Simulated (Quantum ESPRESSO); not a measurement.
NMR parameters of SiO2

```xyz
12
Lattice="4.9926 0.0000 0.0000 0.0000 4.9926 0.0000 0.0000 0.0000 6.9339" Properties=species:S:1:pos:R:3 pbc="T T T"
Si     3.4882     3.4882     3.4670
Si     4.0008     0.9918     5.2004
Si     1.5045     1.5045     0.0000
Si     0.9918     4.0008     1.7335
O      4.4613     3.8014     2.2196
O      3.6876     1.9650     3.9531
O      0.5314     1.1913     5.6866
O      1.3050     3.0277     0.4861
O      1.9650     3.6876     2.9808
O      1.1913     0.5314     1.2473
O      3.0277     1.3050     6.4478
O      3.8014     4.4613     4.7143
```
The geometry is a computed Materials Project entry, not a measured one. It is SiO2 in P4₁2₁2. Stability against distortions was not tested. Forces on the atoms reach 0.14 eV/Å at this level.

Shieldings are absolute and leave out the bulk-susceptibility term; a larger σ means a smaller chemical shift. By our sweeps, such settings leave a few ppm in absolute σ. No d partial waves on Si: the paramagnetic term there is incompletely reconstructed.

Ω = σ33 − σ11 of the symmetric part; where symmetry doesn't make it nil, it is less certain than σ_iso.

Question: What do the calculations give at each independent site (shieldings by PBE GIPAW on JTH datasets (Quantum ESPRESSO, modified build), 22.5 Ha, k-mesh 3×3×2 shifted, f-sum rule met within 0.011 %)?

Answer: 
```json
[
 {"site": "Si (atoms 1, 2, 3, 4)", "site symmetry": "2", "σ_iso (ppm)": "440", "span Ω (ppm)": "12"},
 {"site": "O (atoms 5, 6, 7, 8, 9, 10, …)", "site symmetry": "1", "σ_iso (ppm)": "217", "span Ω (ppm)": "85"}
]
```
